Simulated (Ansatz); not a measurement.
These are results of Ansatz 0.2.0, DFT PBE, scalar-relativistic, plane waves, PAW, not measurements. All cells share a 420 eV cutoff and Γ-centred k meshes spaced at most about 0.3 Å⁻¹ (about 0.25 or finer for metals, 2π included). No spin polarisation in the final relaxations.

These are static total energies at zero pressure.

Two forms of La2HfO2 were relaxed alike.

A.

```
La Hf O
1.0
     5.54593    0.00000    0.00000
    -2.77296    4.80292    0.00000
     0.00000    0.00000    4.40583
La Hf O
2 1 2
Direct
  0.33333 0.66667 0.50000
  0.66667 0.33333 0.50000
  0.00000 0.00000 0.00000
  0.33333 0.66667 0.00000
  0.66667 0.33333 0.00000
```

B.

```
La Hf O
1.0
     3.81829    0.00000    0.00000
    -1.90914    3.30673    0.00000
     0.00000    0.00000    9.60181
La Hf O
2 1 2
Direct
  0.66667 0.33333 0.32694
  0.33333 0.66667 0.67306
  0.00000 0.00000 0.00000
  0.66667 0.33333 0.59808
  0.33333 0.66667 0.40192
```

Question: Which is lower in energy, and by how much?

Answer: B is lower, by 0.87 eV/atom. A has space group P6/mmm (No. 191), 23.5 Å³/atom and no gap on its mesh; B has space group P-3m1 (No. 164), 24.2 Å³/atom and no gap. Counting O atoms around Hf and La (those within 1.25 times the shortest such distance or 1.15 times the sum of covalent radii; a plus sign parts nearer from farther groups; the shortest distance is added where it is long for a bond), A has La 2, Hf 6 from 3.2 Å and B has La 3+1, Hf 6 from 4.4 Å. The lower one is the more open, so pressure narrows the difference. In A, La is surrounded by 2 O at 2.20 Å, 3 La at 3.20 Å, 6 Hf at 3.89 Å and 6 O at 3.89 Å; Hf is surrounded by 6 O at 3.20 Å and 12 La at 3.89 Å; O has 2 La at 2.20 Å, 3 Hf at 3.20 Å and 3 O at 3.20 Å. In B, around La lie 3 O at 2.32 Å, 1 O at 2.60 Å, 9 La at 3.82–3.99 Å and 3 Hf at 3.84 Å; Hf is surrounded by 6 Hf at 3.82 Å and 6 La at 3.84 Å; O has 3 La at 2.32 Å, 1 La at 2.60 Å and 3 O at 2.90 Å. Both come from invented guesses. A third cell relaxed alike, in Cmmm, lies 261 meV/atom below the lower of the two.

Spin–orbit coupling, which can matter for Hf, is left out. A magnetic state wasn't ruled out in cells without spin, among them P-3m1. Cells relaxed within their symmetry can be saddle points.
